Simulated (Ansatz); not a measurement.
SrTl2:
```cif
data_Sr2Tl4
_chemical_formula_sum 'Tl4 Sr2'
_space_group_name_H-M_alt 'P 1'
_space_group_IT_number 1
_cell_length_a 5.12092
_cell_length_b 5.12092
_cell_length_c 8.33543
_cell_angle_alpha 90.000
_cell_angle_beta 90.000
_cell_angle_gamma 120.000
loop_
_space_group_symop_operation_xyz
  'x, y, z'
loop_
_atom_site_label
_atom_site_type_symbol
_atom_site_fract_x
_atom_site_fract_y
_atom_site_fract_z
_atom_site_occupancy
Tl1 Tl 0.33333 0.66667 0.45045 1
Tl2 Tl 0.66667 0.33333 0.95045 1
Tl3 Tl 0.33333 0.66667 0.04955 1
Tl4 Tl 0.66667 0.33333 0.54955 1
Sr1 Sr 0.00000 0.00000 0.25000 1
Sr2 Sr 0.00000 0.00000 0.75000 1
```

Relaxed with r²SCAN.

Task: Tabulate the valence density and the electron localisation function along the shortest Tl–Tl contact (3.07 Å), the program Ansatz at the r²SCAN level (PAW).

Result: 

```tsv
distance from Tl (Å)	density (e/Å³)	ELF
0.31	6.50	0.01
0.46	4.52	0.07
0.61	2.86	0.22
0.77	1.65	0.34
0.92	0.91	0.35
1.07	0.53	0.31
1.23	0.34	0.29
1.38	0.25	0.31
1.53	0.23	0.32
1.69	0.25	0.31
1.84	0.34	0.29
2.00	0.53	0.31
2.15	0.91	0.35
2.30	1.65	0.34
2.46	2.86	0.22
2.61	4.52	0.07
2.76	6.50	0.01
```

The density is the valence pseudo-density with augmentation charge, so density and ELF within about 1 Å of a nucleus are not all-electron values.

Space group P6_3/mmc. The workflow started from an entry of the Crystallography Open Database (COD). Whether it is the stable phase at ambient conditions was not checked. The cell was relaxed with r²SCAN under the symmetry of its start; its stability against distortions is not shown here. Spin–orbit coupling is left out wherever it is not named.

Potentials: the later of the program's two PAW sets.
